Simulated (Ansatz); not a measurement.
A geometry of PtSe₂ away from equilibrium: step 3 of the relaxation of a relaxed PtSe2 cell with one Se and one Pt atom exchanged in a cell of 3 atoms. The numbers are results of PBE (plane waves to 420 eV, PAW, scalar-relativistic; Ansatz, a quantum-chemistry and plane-wave program), not measurements. Γ-centred k-mesh 7×7×4 on the run's cell (coarser than for final values), Fermi–Dirac smearing 0.05 eV. The plane waves were selected for a different cell earlier on the path.

```
CELL_PARAMETERS angstrom
      3.74075     0.00000     0.00000
     -1.87037     3.23958     0.00000
      0.00000     0.00000     6.43110
ATOMIC_POSITIONS crystal
  Se 0.00000 0.00000 0.01638
  Pt 0.33333 0.66667 0.22830
  Se 0.66667 0.33333 0.75532
```

What forces act on the atoms (eV/Å)?


```json
[
 {"atom": "Se1", "Fx": "0.00", "Fy": "0.00", "Fz": "0.31"},
 {"atom": "Pt2", "Fx": "0.00", "Fy": "0.00", "Fz": "0.24"},
 {"atom": "Se3", "Fx": "0.00", "Fy": "0.00", "Fz": "-0.55"}
]
```

The path ends in P-3m1 (No. 164) (CdI2 type). No spin polarisation in the result. No dispersion correction is included, so spacings between layers, chains or molecules are soft and tend to come out too large.

The run could not lose the symmetry of its start.
